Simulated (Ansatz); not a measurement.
Input file for Ansatz (a first-principles code):

Ansatz 0.2 input:
```yaml
crystal:
  lattice:
    - [4.2060956332, 0.0, 0.0]
    - [0.0, 4.2060956332, 0.0]
    - [0.0, 0.0, 4.2060956332]
  atoms:
    - { symbol: Cs, position: [0.0, 0.0, 0.0] }
    - { symbol: Cl, position: [0.5, 0.5, 0.5] }
kpoints:
  mp_grid: { grid: [5, 5, 5] }
  band_path:
    path:
      - [[0.0, 0.0, 0.0], [0.0, 0.5, 0.0], [0.5, 0.5, 0.0], [0.0, 0.0, 0.0], [0.5, 0.5, 0.5], [0.0, 0.5, 0.0]]  # Γ-X-M-Γ-R-X
      - [[0.5, 0.5, 0.5], [0.5, 0.5, 0.0]]  # R-M
      - [VBM, CBM]
    npoints: 12
basis: { xc_grid: 2 }
hamiltonian:
  xc: pbe
  pseudopotentials: { kind: paw }
magnetization: { noncollinear: true, spin_orbit: true }
scf:
  n_extra_bands: 12
  convergence: { dr2_threshold: 0.0000000001 }
  occupations: { method: gaussian, width: 0.01 }
checkpoint: { write: soc.run }
output: { eigenvalues: true }
```

Output (shortened):

```
Pseudopotentials: kind: paw_fr
Pseudopotential: Cs, paw_fr, valence charge 9
Pseudopotential: Cl, paw_fr, valence charge 7
Functional definition: PBE
non-collinear run that drives no moment, with spin-orbit …
Crystal: 2 atoms, lattice volume = 74.411 Å³
Basis set: ecut = 420 eV, 1419 PW (Γ), exchange–correlation on 60×60×60 points (8 copies of the dense FFT grid, shifted against one another)
Bands: 28, of which v1, the nominal top of the filled ones, is band 16 counted from 1 (15 counted from 0)
Symmetry: 48 space group operations + 48 with time reversal
k-points: 10 of 125
Projection manifold: j_resolved (fully-relativistic pseudo-atomic orbitals)
Initial density: superposition of atomic densities (chi_scale 0.1, normalization cell, long waves kept (reshape's long-wave potential 0.00 eV rms))
Initial wavefunctions: pseudopotential atomic-orbital guess
Eigensolver: davidson
Functional: x = pbe(κ = 0.804, μ = 0.2195149727645171), c = pbe(β = 0.06672455060314922)
SCF iter   1: F=—  HF=-6759.066523 eV  |F-HF|=—  |Δ(HF+E_count)|=         —  Δρ=3.66e-2  dr2=1.93e0  dr2_m=0.00e0 (ungated)  ethr=3.10e-3  |M|=0.00e0 ∫|m|=0.00e0 μB  |m|>n=0.0e0 m-floor=0.0e0 τ_xc=0.0e0  β_m=0.30  ⟨swp⟩=9.4  Hψ=852  notcnv=0  defer=2
all-band conjugate gradients solve this SCF's bands
preconditioner: auto → none
SCF iter   2: F=—  HF=-6758.439657 eV  |F-HF|=—  |Δ(HF+E_count)|=   6.27e-1  Δρ=1.06e-2  dr2=1.65e-1  dr2_m=0.00e0 (ungated)  ethr=3.10e-3  |M|=0.00e0 ∫|m|=0.00e0 μB  |m|>n=0.0e0 m-floor=0.0e0 τ_xc=0.0e0  β_m=0.35  ⟨swp⟩=3.0  Hψ=308  notcnv=0  defer=60
SCF iter   3: F=—  HF=-6758.392055 eV  |F-HF|=—  |Δ(HF+E_count)|=   4.76e-2  Δρ=3.88e-3  dr2=1.68e-2  dr2_m=0.00e0 (ungated)  ethr=1.03e-3  |M|=0.00e0 ∫|m|=0.00e0 μB  |m|>n=0.0e0 m-floor=0.0e0 τ_xc=0.0e0  β_m=0.52  ⟨swp⟩=3.4  Hψ=299  notcnv=0  defer=60
SCF iter   4: F=—  HF=-6758.396725 eV  |F-HF|=—  |Δ(HF+E_count)|=   4.67e-3  Δρ=1.02e-3  dr2=7.63e-4  dr2_m=0.00e0 (ungated)  ethr=1.05e-4  |M|=0.00e0 ∫|m|=0.00e0 μB  |m|>n=0.0e0 m-floor=0.0e0 τ_xc=0.0e0  β_m=0.69  ⟨swp⟩=2.0  Hψ=216  notcnv=0  defer=60
SCF iter   5: F=—  HF=-6758.397539 eV  |F-HF|=—  |Δ(HF+E_count)|=   8.14e-4  Δρ=1.28e-4  dr2=1.07e-5  dr2_m=0.00e0 (ungated)  ethr=4.77e-6  |M|=0.00e0 ∫|m|=0.00e0 μB  |m|>n=0.0e0 m-floor=0.0e0 τ_xc=0.0e0  β_m=0.74  ⟨swp⟩=3.0  Hψ=241  notcnv=0  defer=60
SCF iter   6: F=—  HF=-6758.397550 eV  |F-HF|=—  |Δ(HF+E_count)|=   1.09e-5  Δρ=1.67e-5  dr2=1.12e-7  dr2_m=0.00e0 (ungated)  ethr=6.71e-8  |M|=0.00e0 ∫|m|=0.00e0 μB  |m|>n=0.0e0 m-floor=0.0e0 τ_xc=0.0e0  β_m=0.85  ⟨swp⟩=2.4  Hψ=182  notcnv=0  defer=60
SCF iter   7: F=—  HF=-6758.397544 eV  |F-HF|=—  |Δ(HF+E_count)|=   5.86e-6  Δρ=2.23e-6  dr2=6.61e-9  dr2_m=0.00e0 (ungated)  ethr=6.98e-10  |M|=0.00e0 ∫|m|=0.00e0 μB  |m|>n=0.0e0 m-floor=0.0e0 τ_xc=0.0e0  β_m=0.85  ⟨swp⟩=2.0  Hψ=200  notcnv=0  defer=60
SCF iter   8: F=—  HF=-6758.397544 eV  |F-HF|=—  |Δ(HF+E_count)|=  5.98e-10  Δρ=3.44e-7  dr2=1.22e-10  dr2_m=0.00e0 (ungated)  ethr=4.13e-11  |M|=0.00e0 ∫|m|=0.00e0 μB  |m|>n=0.0e0 m-floor=0.0e0 τ_xc=0.0e0  β_m=0.93  ⟨swp⟩=2.6  Hψ=178  notcnv=0  defer=60
SCF iter   9: F=-6758.397544 eV  HF=-6758.397544 eV  |F-HF|=2.73e-12  |Δ(HF+E_count)|=  1.09e-11  Δρ=3.06e-8  dr2=1.19e-12  dr2_m=0.00e0 (ungated)  ethr=1.00e-12  |M|=0.00e0 ∫|m|=0.00e0 μB  |m|>n=0.0e0 m-floor=0.0e0 τ_xc=0.0e0  ⟨swp⟩=10.1  Hψ=674  notcnv=0
SCF 1 converged in 9 iterations: F = -6758.397544 eV  dr2 = 1.19e-12
NSCF: frozen V_eff on 20 k-points
NSCF: frozen V_eff on 20 k-points
NSCF: frozen V_eff on 20 k-points
NSCF: frozen V_eff on 13 k-points
NSCF: frozen V_eff on 5 k-points
NSCF: frozen V_eff on 3 k-points
NSCF: frozen V_eff on 3 k-points
NSCF: frozen V_eff on 3 k-points
NSCF: frozen V_eff on 3 k-points
NSCF: frozen V_eff on 87 k-points
SCF converged after 9 iterations
Magnetization: |M| = 0.0000 μB,  M = (+0.0000, +0.0000, +0.0000) μB
Absolute magnetization: 0.0000 μB (∫|m|)
  site 0: m = (+0.0000, +0.0000, +0.0000) μB, |m| = 0.0000 μB  (R = 1.50 Å)
  site 1: m = (+0.0000, +0.0000, +0.0000) μB, |m| = 0.0000 μB  (R = 1.50 Å)
Free energy (F): -6758.397544 eV
Harris-Foulkes:  -6758.397544 eV  (|F-HF|=2.73e-12)
Internal energy: -6758.397544 eV  (E = F + TS)
E sigma→0 (E₀):  -6758.397544 eV
Fermi energy:    5.054542 eV
--- Per-component energies (eV) ---
  E_band       = -62.499256
  E_kinetic    = 304.149604
  E_local      = -450.631434  (includes V_loc(G=0)·N_el)
  E_nonlocal   = 58.438733
  E_hartree    = 146.538411
  E_xc         = -282.390248
  E_vxc        = -249.683831  (∫ρ·V_xc dr)
  E_paw        = -5730.159727  (= ΣΔE_a)
  E_vpaw       = -17.849240  (= ΣTr[D̂ρ^β])
  E_aug_tail   = 0.000088  (compensation charges beyond the density's cutoff)
  E_ewald      = -804.342971
  E_smearing   =  0.000000  (= −TS)
  E_closure    = 0.000000  (closes the sum)
  Σ components = -6758.397544   (vs F -6758.397544, Δ=0.00e0)
  [band-id]    e_kinetic+e_local+e_nonlocal+2·e_hartree+e_vxc+e_vpaw+e_augmentation_tail = -62.499258   (vs E_band -62.499256, Δ=-2.08e-6)
--- Band table (eV; the first three rows and the last of 10) ---
  k-point 0: bands = ["-16.9023", "-16.9023", "-9.5801", "-9.5801", "-4.6075", "-4.6075", "-2.9509", "-2.9509", "-2.9509", "-2.9509", "2.3985", "2.3985", "2.5808", "2.5808", "2.5808", "2.5808", "7.5283", "7.5283", "7.9660", "7.9660", "7.9660", "7.9660", "12.3071", "12.3071", "12.3071", "12.3071", "12.3940", "12.3940"]
  k-point 1: bands = ["-16.8805", "-16.8805", "-9.5883", "-9.5883", "-4.6411", "-4.6411", "-3.0615", "-3.0615", "-2.9067", "-2.9067", "2.0873", "2.0873", "2.4200", "2.4200", "2.5119", "2.5119", "8.2092", "8.2092", "8.3259", "8.3259", "8.7995", "8.7995", "12.0131", "12.0131", "12.0667", "12.0667", "12.5400", "12.5400"]
  k-point 2: bands = ["-16.8446", "-16.8446", "-9.6044", "-9.6044", "-4.7095", "-4.7095", "-3.1941", "-3.1941", "-2.8326", "-2.8326", "1.5528", "1.5528", "2.3162", "2.3162", "2.3947", "2.3947", "8.7694", "8.7694", "9.5993", "9.5993", "10.6172", "10.6172", "11.7739", "11.7739", "11.7966", "11.7966", "11.8384", "11.8384"]
  k-point 9: bands = ["-16.7455", "-16.7455", "-9.4548", "-9.4548", "-4.9757", "-4.9757", "-3.4349", "-3.4349", "-3.4140", "-3.4140", "1.6397", "1.6397", "1.7184", "1.7184", "1.8272", "1.8272", "10.1017", "10.1017", "10.6808", "10.6808", "10.6882", "10.6882", "11.7530", "11.7530", "12.1080", "12.1080", "12.1551", "12.1551"]
  band table: 28 of 28 bands, residual norms ≤ 1.0e-3 eV
```

Cost: around 30 core-seconds (rough) on shared cores.

Space group Pm-3m (CsCl type). The PBE relaxation kept the symmetry of its start.

Potentials: the later of the program's two PAW sets.

Ansatz is a plane-wave DFT program.
